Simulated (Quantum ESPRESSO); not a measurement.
**Kohn-Sham bands of Hg₂SeS (P-4m2)**

```xyz
4
Lattice="4.2901 0.0000 0.0000 0.0000 4.2901 0.0000 0.0000 0.0000 6.0591" Properties=species:S:1:pos:R:3 pbc="T T T"
Hg     2.1451     0.0000    -1.4410
Hg     0.0000     2.1451     1.4410
Se     0.0000     0.0000     3.0295
S      2.1451     2.1451     0.0000
```

Cell from Materials Project (mp-1223907), symmetrised, no further relaxation. Not found in the COD (Crystallography Open Database) copy used; not checked further. Computed values, not measurements, from PBEsol: Quantum ESPRESSO (norm-conserving PseudoDojo potentials, cutoff 69 Ry, spinors with spin-orbit coupling) on a Γ-centred 4×4×4 mesh, then Wannier90. Density: 8×8×6 mesh, cold smearing 0.01 Ry. With spin-orbit coupling a semilocal functional can close or falsely invert a small gap; the band order was not checked against a better method.

Question: List the Kohn-Sham levels between −8 and 3.0 eV relative to the Fermi level at the high-symmetry points, as a band run of pw.x on that density gives them (levels within 2 meV counted together).

Answer: 
```json
[
 {"point": "Γ", "k (reciprocal lattice)": "0.000 0.000 0.000", "levels (eV)": "-7.62 (×2), -7.62 (×2), -7.46 (×2), -7.08 (×2), -6.33 (×2), -6.09 (×2), -5.70 (×4), -5.57 (×2), -5.15 (×2), -4.68 (×2), -2.25 (×2), -2.16 (×2), -0.88 (×2), -0.06 (×2), 0.01 (×2), 0.03 (×2), 2.85 (×2)"},
 {"point": "X", "k (reciprocal lattice)": "0.000 0.500 0.000", "levels (eV)": "-7.54 (×2), -7.48 (×2), -7.34 (×2), -7.12 (×2), -6.08 (×2), -5.98 (×2), -5.79 (×2), -5.66 (×2), -5.55 (×2), -5.41 (×2), -4.15 (×2), -4.02 (×2), -2.32 (×2), -2.17 (×2), -1.13 (×2), -0.70 (×2), 2.38 (×2), 2.51 (×2)"},
 {"point": "M", "k (reciprocal lattice)": "0.500 0.500 0.000", "levels (eV)": "-7.49 (×2), -7.44 (×2), -7.08 (×2), -7.08 (×2), -6.14 (×2), -6.07 (×2), -5.58 (×2), -5.56 (×2), -5.19 (×2), -5.14 (×2), -4.73 (×2), -4.64 (×2), -2.39 (×2), -2.22 (×2), -2.11 (×2), -1.99 (×2), 2.84 (×2), 2.90 (×2), 2.92 (×2)"},
 {"point": "Z", "k (reciprocal lattice)": "0.000 0.000 0.500", "levels (eV)": "-7.58 (×2), -7.55 (×2), -7.42 (×2), -7.41 (×2), -6.24 (×2), -6.16 (×2), -5.77 (×2), -5.75 (×2), -5.57 (×2), -5.54 (×2), -2.95 (×2), -2.91 (×2), -1.50 (×2), -1.30 (×2), -0.97 (×2), -0.96 (×2), 2.08 (×2), 2.26 (×2)"},
 {"point": "R", "k (reciprocal lattice)": "0.000 0.500 0.500", "levels (eV)": "-7.59 (×2), -7.55 (×2), -7.10 (×2), -7.08 (×2), -6.11 (×2), -6.06 (×2), -5.49 (×2), -5.47 (×2), -5.39 (×2), -5.18 (×2), -5.18 (×2), -5.13 (×2), -1.14 (×2), -1.00 (×2), -0.89 (×2), -0.68 (×2), 1.13 (×2), 1.30 (×2)"},
 {"point": "A", "k (reciprocal lattice)": "0.500 0.500 0.500", "levels (eV)": "-7.41 (×2), -7.39 (×2), -7.32 (×2), -6.91 (×2), -6.03 (×2), -5.75 (×2), -5.69 (×2), -5.46 (×2), -5.35 (×2), -4.97 (×2), -4.96 (×2), -4.81 (×2), -2.79 (×2), -2.46 (×2), -2.33 (×2), -2.12 (×2)"}
]
```
